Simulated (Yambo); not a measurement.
**Optical response of YO$_{2}$H**

```xyz
8
Lattice="4.3011 0.0000 0.0000 0.0000 3.6335 0.0000 -1.9422 0.0000 5.6361" Properties=species:S:1:pos:R:3 pbc="T T T"
H     -1.7122     0.9084     5.1867
H      4.0712     2.7251     0.4495
O      0.1338     0.9084     2.5300
O      2.2252     2.7251     3.1061
O     -0.7524     0.9084     5.2861
O      3.1114     2.7251     0.3500
Y      0.0884     2.7251     3.8845
Y      2.2706     0.9084     1.7517
```

Yambo, RPA with local fields on LDA bands shifted by a G0W0 scissor of 1.73 eV; 4×6×4 mesh, 75 bands, 3 Ry local-field block, 0.2 eV broadening; field along x.

| E (eV) | Im ε | Re ε | Im ε, independent particles |
|---|---|---|---|
| 0.0 | 0.00 | 3.38 | 0.00 |
| 0.4 | 0.00 | 3.38 | 0.00 |
| 0.8 | 0.01 | 3.39 | 0.01 |
| 1.1 | 0.01 | 3.40 | 0.01 |
| 1.5 | 0.01 | 3.43 | 0.01 |
| 1.9 | 0.02 | 3.45 | 0.02 |
| 2.2 | 0.02 | 3.49 | 0.02 |
| 2.6 | 0.02 | 3.53 | 0.03 |
| 3.0 | 0.03 | 3.58 | 0.03 |
| 3.4 | 0.04 | 3.64 | 0.04 |
| 3.8 | 0.04 | 3.71 | 0.05 |
| 4.1 | 0.05 | 3.80 | 0.06 |
| 4.5 | 0.06 | 3.91 | 0.07 |
| 4.9 | 0.08 | 4.04 | 0.09 |
| 5.2 | 0.11 | 4.22 | 0.12 |
| 5.6 | 0.18 | 4.45 | 0.18 |
| 6.0 | 0.27 | 4.69 | 0.29 |
| 6.4 | 0.44 | 5.10 | 0.48 |
| 6.8 | 1.20 | 5.72 | 1.43 |
| 7.1 | 1.98 | 4.98 | 2.06 |
| 7.5 | 1.91 | 4.65 | 1.86 |
| 7.9 | 1.82 | 5.03 | 1.87 |
| 8.2 | 2.01 | 5.16 | 2.12 |
| 8.6 | 2.79 | 5.57 | 3.05 |
| 9.0 | 3.57 | 5.57 | 3.86 |
| 9.4 | 4.84 | 4.92 | 5.05 |
| 9.8 | 4.58 | 3.97 | 4.72 |
| 10.1 | 4.92 | 4.01 | 5.19 |
| 10.5 | 5.75 | 3.03 | 5.99 |
| 10.9 | 5.76 | 2.22 | 5.89 |
| 11.2 | 5.86 | 1.35 | 6.12 |
| 11.6 | 5.62 | 0.11 | 6.12 |
| 12.0 | 4.51 | -0.70 | 5.09 |
| 12.4 | 3.67 | -0.79 | 4.17 |
| 12.8 | 3.30 | -0.80 | 3.52 |
| 13.1 | 2.59 | -1.05 | 2.62 |
| 13.5 | 1.89 | -0.77 | 1.98 |
| 13.9 | 1.58 | -0.44 | 1.68 |
| 14.2 | 1.40 | -0.16 | 1.45 |
| 14.6 | 1.25 | 0.08 | 1.36 |
| 15.0 | 1.23 | 0.29 | 1.35 |
| 15.4 | 1.23 | 0.29 | 1.35 |
| 15.8 | 0.97 | 0.40 | 1.11 |
| 16.1 | 1.00 | 0.74 | 1.20 |
| 16.5 | 1.19 | 0.84 | 1.47 |
| 16.9 | 1.19 | 0.80 | 1.53 |
| 17.2 | 1.24 | 0.92 | 1.67 |
| 17.6 | 1.42 | 0.94 | 1.89 |
| 18.0 | 1.46 | 0.83 | 1.74 |
| 18.4 | 1.46 | 0.68 | 1.62 |
| 18.8 | 1.49 | 0.56 | 1.60 |
| 19.1 | 1.28 | 0.42 | 1.29 |
| 19.5 | 1.14 | 0.49 | 1.16 |
| 19.9 | 1.07 | 0.60 | 1.15 |

Structure narrower than a few tenths of an eV can come from the finite k mesh. Convergence of the RPA response with its 4×6×4 mesh was not tested. The scissor comes from a G0W0 run whose convergence isn't established. No excitonic effects at this level.

Geometry of the Materials Project entry, not relaxed at this level.

The structure is a Materials Project entry; no match was found in the copy of COD used, and its stability was not checked.
